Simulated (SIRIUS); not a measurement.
Set-up for a self-consistent single point of WS₂ (P6_3/mmc, 6 atoms in the cell; from Materials Project mp-224, changed as shown).

```yaml
crystal:
  lattice:
    - [3.23485, 0.00000, 0.00000]
    - [-1.61742, 2.80146, 0.00000]
    - [0.00000, 0.00000, 13.44833]
  atoms:
    - { symbol: W, position: [0.33333, 0.66667, 0.25000] }
    - { symbol: W, position: [0.66667, 0.33333, 0.75000] }
    - { symbol: S, position: [0.33333, 0.66667, 0.62980] }
    - { symbol: S, position: [0.66667, 0.33333, 0.37020] }
    - { symbol: S, position: [0.66667, 0.33333, 0.12980] }
    - { symbol: S, position: [0.33333, 0.66667, 0.87020] }
```

Level of theory: PBE, GBRV PBE ultrasoft pseudopotentials (plane waves; SIRIUS).

SIRIUS settings:

- parameters.ngridk: 12 12 2
- parameters.xc_functionals: [XC_GGA_X_PBE, XC_GGA_C_PBE]
- parameters.gk_cutoff: 6.325 1/bohr
- parameters.pw_cutoff: 14.143 1/bohr
- parameters.smearing: gaussian
- parameters.smearing_width: 0.00183747 Ha
- potentials: GBRV PBE ultrasoft pseudopotentials
- parameters.electronic_structure_method: pseudopotential
- parameters.num_bands: 31
- parameters.num_mag_dims: 0
- parameters.num_dft_iter: 100
- parameters.energy_tol: 1e-07 Ha
- parameters.density_tol: 1e-06
- mixer.type: anderson
- mixer.beta: 0.7
- mixer.use_hartree: false

Results:

- Number of valence electrons: 52
- Number of bands: 31
- Number of k-points after the program's reduction: 38
- Number of plane waves (most at a k-point): 3558
- Number of SCF iterations: 29
- FFT grid: 30 × 30 × 120
- Free energy E − TS: -5646.5979 eV
- Gap on the k-point mesh: 1.30 eV
- Pressure: -8.21 GPa
- Largest force (vector length): 1.095 eV/Å

Forces (eV/Å):
```json
[
 {"atom": "W1", "Fx": "0.000", "Fy": "0.000", "Fz": "0.000"},
 {"atom": "W2", "Fx": "0.000", "Fy": "0.000", "Fz": "0.000"},
 {"atom": "S3", "Fx": "0.000", "Fy": "0.000", "Fz": "1.095"},
 {"atom": "S4", "Fx": "0.000", "Fy": "0.000", "Fz": "-1.095"},
 {"atom": "S5", "Fx": "0.000", "Fy": "0.000", "Fz": "1.095"},
 {"atom": "S6", "Fx": "0.000", "Fy": "0.000", "Fz": "-1.095"}
]
```

Stress (GPa, positive for compression):
```
-7.48   0.00   0.00
 0.00  -7.48   0.00
 0.00   0.00  -9.69
```

The gap is read on the k-point mesh of the run and can differ from the gap over the whole zone at this level.

For comparison: a first run was changed to give this one (lattice vector c scaled by 1.02), and from it to this one the free energy rises by 15.9 meV/atom, the pressure goes from -5.70 to -8.21 GPa, the largest force goes from 0.562 to 1.095 eV/Å and the gap on the mesh goes from 1.225 to 1.298 eV.

Spin-orbit coupling is left out, which matters for bands and gaps with elements this heavy. Forces above 1 eV/Å remain at this geometry. The structure comes from a collection of computed structures, made at another level of theory; the collection holds predicted forms beside known ones. Its lattice was then scaled.

Cost on one core: roughly 2.1 core-minutes.
